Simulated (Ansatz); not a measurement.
TiN (rock salt)

```
TiN
1.0
    0.00000     4.24674     4.24674
    2.12337     2.12337     4.24674
    2.12337     2.12337     0.00000
N Ti
2 2
Direct
  0.00000   0.00000   0.00000
  0.50000   0.00000   0.00000
  0.00000   0.50000   0.50000
  0.50000   0.50000   0.50000
```

The atoms are displaced by Q × the pattern below (from a DFPT mode at X = (0.5, 0.5, 0.0), largest move 1; Q in Å), at fixed cell. (q is in reciprocal vectors of the primitive cell; the cell shown is doubled to hold the pattern.)

```json
[
 {"atom": "N1", "x": "0.000", "y": "0.000", "z": "1.000"},
 {"atom": "N2", "x": "0.000", "y": "0.000", "z": "-1.000"},
 {"atom": "Ti3", "x": "0.000", "y": "0.000", "z": "-0.058"},
 {"atom": "Ti4", "x": "0.000", "y": "0.000", "z": "0.058"}
]
```

These are PBE (plane waves to 420 eV, PAW, scalar-relativistic; Ansatz, an electronic-structure program) values and carry that method's errors. k mesh 19×19×19 (Γ-centred), Fermi-Dirac smearing 0.05 eV. E stands for the smeared free energy. With partly filled bands, energies and forces of such displacements shift with the k mesh and the smearing. The PAW data are Ansatz's earlier set. TiN is run without spin polarisation. TiN was relaxed with its symmetry unable to fall. The zero of ΔE is the undisplaced structure. The last digit holds for this mesh only.

```csv
Q (Å),ΔE (meV/cell)
-0.1000,154.6
-0.0833,107.1
-0.0667,68.4
-0.0500,withheld
-0.0333,17.1
-0.0167,4.3
0.0000,0.0
0.0167,4.3
0.0333,17.1
0.0500,withheld
0.0667,68.4
0.0833,107.1
0.1000,154.6
```

### Question
Fit an even polynomial form (powers 2, 4) to the given rows and predict ΔE at Q = 0.0500.

### Answer
Least squares on the 11 given rows: ΔE = (15340)·Q² + (12010)·Q⁴, in meV/cell with Q in Å; root-mean-square residual 0.06 meV/cell. At 0.0500 the fit gives 38.4 meV/cell; the calculation gives 38.4 meV/cell, the same to the digits shown. The quadratic term alone would give 38.4 meV/cell.

(A displaced cell: forces are minus the slopes of the energy, force constants its curvatures, and phonons follow from these.)
